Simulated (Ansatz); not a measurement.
Data:

MgO:
```xyz
2
Lattice="2.6334 0.0000 0.0000 0.0000 2.6334 0.0000 0.0000 0.0000 2.6334" Properties=species:S:1:pos:R:3 pbc="T T T"
Mg     0.0000     0.0000     0.0000
O      1.3167     1.3167     1.3167
```

This is the PBEsol-relaxed structure.

Question: All from DFT-PBEsol in the program Ansatz with PAW potentials, unless another level is named. Give the formation energy from the elements (no fitted shifts).

Answer: -1998 meV/atom.

Question: Predict the HSE06 gap on the PBEsol cell.

Answer: 4.08 eV.

Question: What about the valence-band maximum?

Answer: at M.

Question: Next, the conduction-band minimum?

Answer: at Γ.

Space group Pm-3m (CsCl type). This is a known high-pressure phase of the composition, computed here at zero pressure and temperature. Symmetry was held in the PBEsol relaxation. At this level the phase is dynamically unstable (imaginary phonons). The references are the lowest solids computed at this level, not always the standard phases (solids in place of the gases).

Potentials: the later of the program's two PAW sets.
